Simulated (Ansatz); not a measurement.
A geometry of C away from equilibrium: step 20 of the relaxation of a generated cell, C placed in the beta-Sn structure type. Method: PBE (plane waves to 420 eV, PAW, scalar-relativistic; Ansatz, a quantum-chemistry and plane-wave program). Γ-centred k-mesh 12×12×12 on the run's cell (coarser than for final values), Fermi–Dirac smearing 0.05 eV.

```
CELL_PARAMETERS angstrom
     -1.27626     1.27626     1.66074
      1.27626    -1.27626     1.66074
      1.27626     1.27626    -1.66074
ATOMIC_POSITIONS crystal
  C  0.75000 0.25000 0.50000
  C  0.00000 0.00000 0.00000
```

Q: Which atoms carry the largest force, and which way does it point?

A: No atom: all forces are below 0.005 eV/Å; only the cell is out of equilibrium.

Q: What is the pressure?

A: +24.5 GPa, compression positive.

No spin polarisation in the result.

The run could not lose the symmetry of its start; a randomly shaken copy of 4 atoms returns to this structure.

All atoms sit on sites fixed by symmetry, so only the cell could relax.
